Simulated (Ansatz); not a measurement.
An Ansatz (a quantum-chemistry and plane-wave program) run. Input:

Ansatz 0.2 input:
```yaml
crystal:
  lattice:
    - [4.3761582928, 2.7969773031, 0.0]
    - [-4.3761582928, 2.7969773031, 0.0]
    - [-2.4308254736, 0.0, 4.4205539404]
  atoms:
    - { symbol: B, position: [0.4918529642, 0.5081470358, 0.8374335679] }
    - { symbol: B, position: [0.5022961903, 0.1758146332, 0.48471693] }
    - { symbol: B, position: [0.8241853668, 0.4977038097, 0.48471693] }
    - { symbol: B, position: [0.4938842967, 0.8310109272, 0.5046080684] }
    - { symbol: B, position: [0.1689890728, 0.5061157033, 0.5046080684] }
    - { symbol: B, position: [0.3065629339, 0.6934370661, 0.1805882366] }
    - { symbol: B, position: [0.6900045467, 0.3099954533, 0.8118391834] }
    - { symbol: B, position: [0.303224119, 0.1881859504, 0.6947768194] }
    - { symbol: B, position: [0.8118140496, 0.696775881, 0.6947768194] }
    - { symbol: B, position: [0.6960335744, 0.8174372198, 0.2992038052] }
    - { symbol: B, position: [0.1825627802, 0.3039664256, 0.2992038052] }
    - { symbol: B, position: [0.0005232972, 0.9994767028, 0.9890641073] }
    - { symbol: C, position: [0.5030337889, 0.4969662111, 0.1749952802] }
    - { symbol: C, position: [0.1242206716, 0.8757793284, 0.881580165] }
    - { symbol: C, position: [0.8794623475, 0.1205376525, 0.1039682134] }
kpoints:
  mp_grid: { grid: [6, 6, 6] }
hamiltonian:
  xc: r2scan
  pseudopotentials: { azcp: { folder: ./paw }, kind: paw }
scf:
  occupations: { method: fixed }
phonons:
  method: dfpt
  response_accuracy: low
  eigenvectors: true
  rigid_motions: translations
  dielectric: true
```

Output (shortened):

```
Pseudopotential: B, paw, valence charge 3
Pseudopotential: C, paw, valence charge 4
Functional definition: r2SCAN
Crystal: 15 atoms, lattice volume = 108.215 Å³
Basis set: ecut = 500 eV, 2747 PW (Γ), exchange–correlation on 200×200×200 points (125 copies of the dense FFT grid, shifted against one another)
Bands: 39, of which v1, the nominal top of the filled ones, is band 24 counted from 1 (23 counted from 0)
Symmetry: 2 space group operations
k-points: 112 of 216 (irreducible under 1 space group operation, time reversal used)
SCF 1 converged in 10 iterations: F = -2635.557430 eV  dr2 = 7.53e-11
── the response to a field inside a basis, on 6×6×6 k-points: an SCF that follows is theirs, and a resumed run solves both again ──
Crystal: 15 atoms, lattice volume = 108.215 Å³
Bands: 25, of which v1, the nominal top of the filled ones, is band 24 counted from 1 (23 counted from 0)
k-points: 63 of 216 (time reversal used)
SCF 1 converged in 3 iterations: F = -2635.476215 eV  dr2 = 7.38e-8
phonon interpolation: 4 periodic images of 4 blocks of the force constants (a block to an ordered pair of atoms and a translation) lie up to 2.33e-3 Å farther …
SCF converged after 10 iterations
Free energy (F): -2635.557430 eV
Harris-Foulkes:  -2635.557430 eV  (|F-HF|=3.82e-11)
Internal energy: -2635.557430 eV  (E = F + TS)
E sigma→0 (E₀):  -2635.557430 eV
Fermi energy:    8.218455 eV
--- Per-component energies (eV) ---
  E_band       = 82.012455
  E_kinetic    = 866.209534
  E_local      = -611.047451  (includes V_loc(G=0)·N_el)
  E_nonlocal   = 162.194423
  E_hartree    = 191.001014
  E_xc         = -526.012361
  E_vxc        = -695.661280  (∫ρ·V_xc dr)
  E_paw        = -1260.616767  (= ΣΔE_a)
  E_vpaw       = -55.730276  (= ΣTr[D̂ρ^β])
  E_aug_tail   = 0.000009  (compensation charges beyond the density's cutoff)
  E_vtau       = 34.045492  (kinetic-family band-sum trace: ∫τ·v_τ [+ j·A + Jᵃ·Aᵃ] dr)
  E_ewald      = -1456.990203
  E_core_change = -0.295628  (= ΣΔE_core)
  E_smearing   =  0.000000  (= −TS)
  E_closure    =  0.000000  (closes the sum)
  Σ components = -2635.557430   (vs F -2635.557430, Δ=0.00e0)
--- Band table (eV; the first three rows and the last of 112) ---
  k-point 0: bands = ["-8.9127", "-5.6407", "-4.7281", "-3.5365", "-2.8620", "-2.4118", "-0.9224", "-0.0969", "0.2928", "0.9509", "0.9666", "2.0093", "2.2772", "2.3967", "2.5792", "4.9329", "5.3979", "5.8517", "6.3894", "6.4944", "7.1034", "7.1786", "7.4467", …
  k-point 1: bands = ["-8.7865", "-5.8724", "-4.8313", "-3.7819", "-2.8792", "-2.4046", "-0.4478", "0.1406", "0.4370", "0.4657", "1.0843", "1.4638", "3.0206", "3.0591", "3.2552", "4.3797", "4.9426", "5.7321", "6.1128", "6.5169", "6.9189", "7.1141", "7.3090", …
  k-point 2: bands = ["-8.4505", "-6.4732", "-4.9685", "-4.0917", "-2.8988", "-2.2847", "-0.3404", "-0.2051", "0.8785", "0.8961", "1.5429", "2.3019", "2.6813", "3.5317", "3.9102", "4.6058", "4.6394", "5.4018", "5.6356", "5.8219", "6.5395", "7.0295", "7.0758", …
  k-point 111: bands = ["-8.2109", "-6.3432", "-5.1685", "-4.2201", "-3.1484", "-2.9446", "-1.1027", "-0.8457", "0.9226", "1.7265", "2.1356", "2.7967", "3.0443", "4.2607", "4.2849", "5.0233", "5.1044", "5.2399", "5.8612", "6.5368", "6.9503", "7.1288", …
--- Phonons (Γ-DFPT): 33 representative perturbations + reference, on 112 of 216 k-points (Σ response iterations 230) ---
  ASR residual: 8.060e-4 → 0.000e0 eV/Å²; symmetrization residual: 1.802e-5 eV/Å²
  ASR residual per site (eV/Å²): 7.53e-5 8.84e-5 8.84e-5 1.52e-4 1.52e-4 1.39e-4 1.48e-4 1.37e-4 1.37e-4 1.27e-4 1.27e-4 4.60e-4 2.08e-4 8.06e-4 2.11e-4
  Γ frequencies (cm⁻¹): 0.00 0.00 0.00 390.81 424.71 443.93 475.11 491.82 499.04 514.58 534.00 541.31 556.17 570.06 594.39 624.81 694.42 702.73 719.84 722.20 728.88 736.18 736.51 766.30 784.59 805.11 808.74 817.87 839.97 840.07 853.82 864.89 866.82 887.39 …
  ε∞ (high-frequency dielectric tensor):
        6.831736     0.000000    -0.066755
        0.000000     6.813342     0.000000
       -0.066755     0.000000     6.676378
  ε⁰ (static dielectric tensor: ions relaxed, cell fixed):
        7.253090     0.000000    -0.002187
        0.000000     8.190918     0.000000
       -0.002187     0.000000     8.003988
  ε⁰ − ε∞ (ionic part):
        0.421354     0.000000     0.064568
        0.000000     1.377576     0.000000
        0.064568     0.000000     1.327610
  softest optical mode at Γ: 390.81 cm⁻¹; the repairs (sum rule, projections) moved no ω² at Γ by more than (6.32 cm⁻¹)²
  Born effective charges Z* (e; rows j = field, columns β = displacement):
    site 0:
         0.23502    0.00000   -0.31835
         0.00000   -0.06122    0.00000
        -0.40445    0.00000    0.83015
    site 1:
         0.29338   -0.31916   -0.11050
        -0.30030    0.02903   -0.06955
        -0.01529   -0.14010   -0.11929
    site 2:
         0.29338    0.31916   -0.11050
         0.30030    0.02903    0.06955
        -0.01529    0.14010   -0.11929
    site 3:
         0.02137   -0.26377   -0.06714
        -0.25645   -0.21603   -0.05183
         0.03928   -0.11915   -0.40278
    site 4:
         0.02137    0.26377   -0.06714
         0.25645   -0.21603    0.05183
         0.03928    0.11915   -0.40278
    site 5:
         0.56326    0.00000    0.72152
         0.00000   -0.12171    0.00000
         0.43864    0.00000    1.04015
    site 6:
         0.29661    0.00000    0.75186
         0.00000   -0.29631    0.00000
         0.49240    0.00000    0.68780
    site 7:
        -0.31443   -0.03082   -0.04935
        -0.29032    0.70153   -0.51474
         0.09834   -0.57442    0.06756
    site 8:
        -0.31443    0.03082   -0.04935
         0.29032    0.70153    0.51474
         0.09834    0.57442    0.06756
    site 9:
        -0.03680   -0.01389   -0.13860
        -0.19438    1.03469   -0.59896
         0.01959   -0.59248    0.42110
    site 10:
        -0.03680    0.01389   -0.13860
         0.19438    1.03469    0.59896
         0.01959    0.59248    0.42110
    site 11:
         3.05936    0.00000   -0.81825
         0.00000    1.95843    0.00000
        -0.70171    0.00000    2.16887
    site 12:
        -0.66395    0.00000    0.28158
         0.00000   -0.66102    0.00000
         0.14588    0.00000   -0.80621
    site 13:
        -1.64968    0.00000    0.03326
         0.00000   -1.98071    0.00000
        -0.23594    0.00000   -1.92710
    site 14:
        -1.76767    0.00000    0.07957
         0.00000   -1.93591    0.00000
        -0.01866    0.00000   -1.92684
  Z* charge neutrality: 6.721e-3 e pre-enforcement
  solved inside a basis spanned on kpoints, on 6×6×6 k-points, its susceptibility summed on 10×10×10: ε∞ is read to err by 2.4e-2, Z* by 1.4e-2 e (field_mesh …
  optical modes at Γ without the LO–TO term, one row a degenerate level:
      ω (cm⁻¹)  modes    IR ((D/Å)²/amu)
        390.81      1             5.6226
        424.71      1             6.7792
        443.93      1             0.2998
        475.11      1             0.0732
        491.82      1             0.1633
        499.04      1             0.1342
        514.58      1             0.0823
        534.00      1             0.1107
        541.31      1             0.1042
        556.17      1             0.1644
        570.06      1             0.0284
        594.39      1             0.9562
        624.81      1             0.7419
        694.42      1             0.2990
        702.73      1             0.0018
        719.84      1             0.0911
        722.20      1             4.4769
        728.88      1             0.2967
        736.18      1             0.8829
        736.51      1             0.0230
        766.30      1             0.0566
        784.59      1             1.4188
        805.11      1             0.0343
        808.74      1             0.0087
        817.87      1             0.0584
        839.97      1             0.4922
        840.07      1             0.1295
        853.82      1             0.8782
        864.89      1             0.1204
        866.82      1             1.1943
        887.39      1             1.0948
        965.47      1             1.3527
       1000.13      1             0.4386
       1035.31      1             2.1695
       1049.72      1             0.4927
       1068.26      1             1.0539
       1068.59      1            15.3358
       1089.25      1             4.9332
       1095.46      1             3.2575
       1108.73      1            16.4801
       1132.02      1             4.3825
       1619.68      1            34.3367
  optical modes at Γ + LO–TO along q̂ = [1.0000, 0.0000, 0.0000]:
      ω (cm⁻¹)  modes    IR ((D/Å)²/amu)
        390.94      1             5.6093
        424.71      1             6.7792
        444.44      1             0.2880
        475.11      1             0.0732
        491.82      1             0.1633
        499.04      1             0.1342
        514.58      1             0.0823
        534.02      1             0.1109
        541.31      1             0.1042
        556.30      1             0.1559
        570.06      1             0.0284
        594.39      1             0.9562
        624.81      1             0.7419
        694.94      1             0.2536
        702.73      1             0.0018
        719.97      1             0.0837
        722.20      1             4.4769
        728.92      1             0.2895
        736.19      1             0.8842
        736.51      1             0.0230
        766.39      1             0.0468
        784.81      1             1.4156
        805.11      1             0.0343
        808.74      1             0.0087
        817.95      1             0.0473
        839.97      1             0.4922
        840.11      1             0.1291
        853.82      1             0.8782
        864.89      1             0.1204
        867.36      1             1.0584
        888.99      1             0.9696
        966.57      1             1.2359
       1000.61      1             0.3871
       1037.21      1             2.1977
       1049.72      1             0.4927
       1068.59      1            15.3358
       1068.96      1             0.7602
       1089.25      1             4.9332
       1097.62      1             2.0579
       1109.59      1            17.0235
       1132.73      1             5.2029
       1646.97      1            34.9841
  optical modes at Γ + LO–TO along q̂ = [0.0000, 1.0000, 0.0000]:
      ω (cm⁻¹)  modes    IR ((D/Å)²/amu)
        390.81      1             5.6226
        443.93      1             0.2998
        444.41      1             5.1110
        475.42      1             0.1369
        491.82      1             0.1633
        499.49      1             0.1767
        514.84      1             0.1023
        534.00      1             0.1107
        541.60      1             0.1110
        556.17      1             0.1644
        570.13      1             0.0269
        594.39      1             0.9562
        626.38      1             0.6219
        694.42      1             0.2990
        702.73      1             0.0008
        719.84      1             0.0911
        728.88      1             0.2967
        730.65      1             3.9623
        736.18      1             0.8829
        736.62      1             0.1201
        766.30      1             0.0566
        784.59      1             1.4188
        805.17      1             0.0325
        808.76      1             0.0083
        817.87      1             0.0584
        840.07      1             0.1295
        840.71      1             0.3770
        855.30      1             0.8664
        865.12      1             0.1536
        866.82      1             1.1943
        887.39      1             1.0948
        965.47      1             1.3527
       1000.13      1             0.4386
       1035.31      1             2.1695
       1050.02      1             0.0975
       1068.26      1             1.0539
       1080.75      1             3.2209
       1095.46      1             3.2575
       1105.88      1            19.6144
       1108.73      1            16.4801
       1132.02      1             4.3825
       1619.68      1            34.3367
  optical modes at Γ + LO–TO along q̂ = [0.0000, 0.0000, 1.0000]:
      ω (cm⁻¹)  modes    IR ((D/Å)²/amu)
        409.02      1             4.3423
        424.71      1             6.7792
        444.50      1             0.4039
        475.11      1             0.0732
        492.34      1             0.1817
        499.04      1             0.1342
        514.58      1             0.0823
        534.29      1             0.1066
        541.31      1             0.1042
        556.45      1             0.1521
        570.06      1             0.0284
        596.69      1             0.9053
        624.81      1             0.7419
        694.46      1             0.2939
        702.73      1             0.0018
        719.89      1             0.0835
        722.20      1             4.4769
        729.29      1             0.1673
        736.51      1             0.0230
        737.84      1             0.7970
        766.30      1             0.0558
        786.89      1             1.3161
        805.11      1             0.0343
        808.74      1             0.0087
        817.88      1             0.0560
        839.97      1             0.4922
        840.24      1             0.1188
        853.82      1             0.8782
        864.89      1             0.1204
        868.12      1             1.0537
        887.45      1             1.1054
        966.18      1             1.2301
       1000.21      1             0.4303
       1036.01      1             2.0651
       1049.72      1             0.4927
       1068.59      1            15.3358
       1068.68      1             0.5963
       1089.25      1             4.9332
       1096.20      1             1.4918
       1123.25      1             4.6069
       1146.08      1            20.1565
       1623.44      1            34.5945
```

Cost: around 90 core-minutes (rough) on shared cores.

Space group Cm. The workflow started from a Materials Project entry (that database holds measured and hypothetical structures alike); the Crystallography Open Database copy checked does not list it. Its standing as an ambient phase is unchecked. Symmetry was held in the r²SCAN relaxation; of distortions, only those at the zone centre were tested.

Potentials: the earlier of the program's two PAW sets.

Ansatz is a plane-wave DFT program.
